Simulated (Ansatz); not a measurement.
## Static calculation, AlRu

System: AlRu (CsCl type), 2 atoms in the cell.

Ansatz input (lattice in Å, positions in fractions of it; a bare `kind: paw` takes the build's default datasets)
```yaml
crystal:
  lattice:
    - [3.0, 0, 0]
    - [0, 3.0, 0]
    - [0, 0, 3.0]
  atoms:
    - { symbol: Ru, position: [0, 0, 0] }
    - { symbol: Al, position: [0.5, 0.5, 0.5] }
kpoints:
  mp_grid: { grid: [8, 8, 8] }
hamiltonian:
  xc: pbe
  pseudopotentials:
    kind: paw
    azcp:
      Al: "pseudopotentials/pbe/paw/ansatz_paw_generated_hard_1/Al.paw.azcp"
      Ru: "pseudopotentials/pbe/paw/ansatz_paw_generated_hard_1/Ru.paw.azcp"
scf:
  occupations: { method: fermi_dirac, width: 0.1 }
  convergence: { dr2_threshold: "1e-10 eV" }
  max_iter: 300
  n_bands: 30
output:
  forces: true
  stress: true
  eigenvalues: true
```

Theory: PBE, plane waves, PAW datasets (generated hard set) (Ansatz).

Output, in brief

| Quantity | Value |
| --- | --- |
| Plane-wave cutoff used | 700 eV |
| Pressure | 1.29 GPa |
| Smearing term TS | 32.2 meV/atom |
| Gap on the mesh | none (metallic) |
| Valence electrons | 27 |
| Irreducible k-points | 35 |
| CPU time | roughly 4 core-seconds on a shared host |

Stress tensor in GPa, compression positive:
```
1.29 0.00 0.00
0.00 1.29 0.00
0.00 0.00 1.29
```

The stress includes the program's correction for the finite plane-wave basis.

The k-mesh is modest, so these values aren't fully converged in k.
